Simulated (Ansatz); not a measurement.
Before relaxation, N over the place (0/4, 1/4) of the surface cell, its height relaxed (Lu, P6_3/mmc (No. 194)):

```xyz
6
Lattice="3.5067 0.0000 0.0000 -1.7533 3.0369 0.0000 0.0000 0.0000 29.9232" Properties=species:S:1:pos:R:3 pbc="T T T"
Lu    0.0000    2.0246    8.5000
Lu    1.7533    1.0123   11.2308
Lu    0.0000    2.0246   13.9822
Lu    1.7533    1.0123   16.7293
Lu    0.0000    2.0246   19.4187
N    -0.4383    2.7838   21.8587
```

These are results of DFT PBE, scalar-relativistic, plane waves, PAW (Ansatz), not measurements. Cutoff 420 eV; k points 9×9×1 on the computed 6-atom cell (Γ-centred); Gaussian smearing, width 0.10 eV; no spin polarisation. The cell repeats along c with a dipole correction in the vacuum.

Atoms 1, 2, 3, 4, 5 (counted from 1) are held. Atom 6 may move along c only. The cell is fixed. Force threshold 0.02 eV/Å.

(1) Where does it end?

Spin-orbit coupling is left out, which matters for the bands of heavy elements.

## Answers

(1) The energy falls by 1.862 eV in 7 steps, to:

```
Lu N
1.0
     3.50669    0.00000    0.00000
    -1.75334    3.03688    0.00000
     0.00000    0.00000   29.92325
Lu N
5 1
Direct
  0.33333 0.66667 0.28406
  0.66667 0.33333 0.37532
  0.33333 0.66667 0.46727
  0.66667 0.33333 0.55907
  0.33333 0.66667 0.64895
  0.33333 0.91667 0.70413
```
